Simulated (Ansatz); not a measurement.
MgS:
```yaml
crystal:
  lattice:
    - [4.02822, 0.00000, 0.00000]
    - [-2.01411, 3.48854, 0.00000]
    - [0.00000, 0.00000, 6.45613]
  atoms:
    - { symbol: Mg, position: [0.66667, 0.33333, 0.49719] }
    - { symbol: Mg, position: [0.33333, 0.66667, 0.99719] }
    - { symbol: S, position: [0.33333, 0.66667, 0.37780] }
    - { symbol: S, position: [0.66667, 0.33333, 0.87780] }
```

Relaxed with r²SCAN.

Q: Give the Bader charges and basin volumes of the independent atoms, r²SCAN (plane waves, PAW; program Ansatz).

A: 

| atom | Bader charge (e) | Bader volume (Å³) |
|---|---|---|
| Mg1 | +1.68 | 6.3 |
| S3 | -1.68 | 39.0 |

Space group P6_3mc (wurtzite). The workflow started from a Materials Project entry (that database holds measured and hypothetical structures alike); the Crystallography Open Database copy checked does not list it. COD files the formula under space group No. 225. Whether it is the stable phase at ambient conditions was not checked. The cell was relaxed with r²SCAN under the symmetry of its start; whether a distortion lowers the energy is not shown.

Potentials: the later of the program's two PAW sets.
